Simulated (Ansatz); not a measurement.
ZrPbO3 (cubic perovskite, Pm-3m) under volume change, plane-wave PAW LDA (Ansatz code), scaled uniformly.

| V (Å³/atom) | E − E(relaxed) (meV/atom) | P (GPa) |
|---|---|---|
| 12.622 | 75.3 | 20.99 |
| 13.038 | 31.6 | 12.85 |
| 13.454 | 7.4 | 5.91 |
| 13.870 | 0.0 | 0.01 |
| 14.286 | 6.7 | -5.02 |
| 14.702 | 25.4 | -9.30 |
| 15.118 | 54.4 | -12.94 |

Q: What does a third-order Birch–Murnaghan fit give for V₀, B₀ and B′?

A: V₀ = 13.87 Å³/atom, B₀ = 181 GPa, B′ = 4.4.

The first step of the workflow began from a Materials Project structure, measured or hypothetical; the Crystallography Open Database copy checked does not list it. COD files the formula under space group No. 38, 55, so this cell is another polymorph or a model. Its standing as an ambient phase is unchecked. The cell was relaxed with LDA under the symmetry of its start. At this level the phase is dynamically unstable (imaginary phonons). The run is not spin-polarised. Spin–orbit coupling is left out wherever it is not named.

Potentials: the later of the program's two PAW sets.
